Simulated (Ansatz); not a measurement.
SiC (wurtzite, P6_3mc), LDA (plane waves, PAW; program Ansatz), all energies at zero smearing, with the estimated change up to a 700 eV cutoff added, with one set of potentials and settings (totals compare only within such a set). Cell of 4 atoms (2 Si, 2 C): -1704.408 eV.

| element | reference phase | E (eV/atom) |
|---|---|---|
| Si | Fd-3m, 2 atoms in the cell | -608.6500 |
| C | Fd-3m, 2 atoms in the cell | -242.9979 |

Formation energy per atom, worked out: (-1704.408 − 2×(-608.6500) − 2×(-242.9979))/4 = -0.278 eV/atom (-27 kJ per mol of atoms), at 0 K, without zero-point energy or fitted corrections.

Symmetry was held in the LDA relaxation. The references are the lowest solids computed at this level, not always the standard phases.

Potentials: the earlier of the program's two PAW sets. The files were generated under PBE; for other functionals the program regenerates the frozen cores, and for LDA and PBEsol the local potential too.
